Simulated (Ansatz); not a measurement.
# C₂H₆ on several surfaces: where does it stick?

Plane-wave DFT in Ansatz, PBE+D3(BJ), scalar-relativistic PAW potentials, cutoff 420 eV, no spin-orbit coupling; no spin polarisation. One C₂H₆ on the relaxed slab of each surface, relaxed from 1 to 3 starts; the lowest end is kept. E_ads counts from the clean slab and the free molecule, negative is bound, no zero-point or thermal terms.

| surface | area per molecule (Å²) | slab thickness (Å) |
| --- | --- | --- |
| TiC (Fm-3m)(111), top plane Ti | 32 | 6.2 |
| SnSe₂ (P-3m1)(001), top plane Se | 51 | 3.2 |
| WC (P-6m2)(100), top plane W | 33 | 5.9 |

Q: Order the surfaces by binding, and say what becomes of the molecule.

A:
| surface | E_ads (eV) | ends as | lowest atom over the slab (Å) |
| --- | --- | --- | --- |
| TiC (Fm-3m)(111), top plane Ti | -0.51 | one piece | 1.52 |
| WC (P-6m2)(100), top plane W | -0.35 | one piece | 2.57 |
| SnSe₂ (P-3m1)(001), top plane Se | -0.22 | one piece | 2.34 |

Q: What does that mean for selective growth or etching at 600 K?

A: Where it stays in one piece the residence time is τ = 10⁻¹³ s × exp(−E_ads/k_BT): TiC (Fm-3m)(111), top plane Ti 10^-9 s, WC (P-6m2)(100), top plane W 10^-10 s, SnSe₂ (P-3m1)(001), top plane Se 10^-11 s. The spread of 0.29 eV between the strongest and the weakest surface is 6 k_BT, which favours TiC (Fm-3m)(111), top plane Ti. Selectivity in a process also hangs on barriers, coverage, defects and the groups that really cover the surface; few starts were tried, so lower ends can exist.

Spin-orbit coupling, left out, matters for the members with heavy elements. Slabs are thin, meshes coarse (errors of a tenth or two of an eV), and their faces ideal or simply closed, not reconstructed as in a reactor.

Cost: about 260 core-minutes for the runs cited, on AMD EPYC 7571, Arm Neoverse V2, Intel Xeon Platinum 8259CL (Skylake/Cascade Lake) (shared hosts).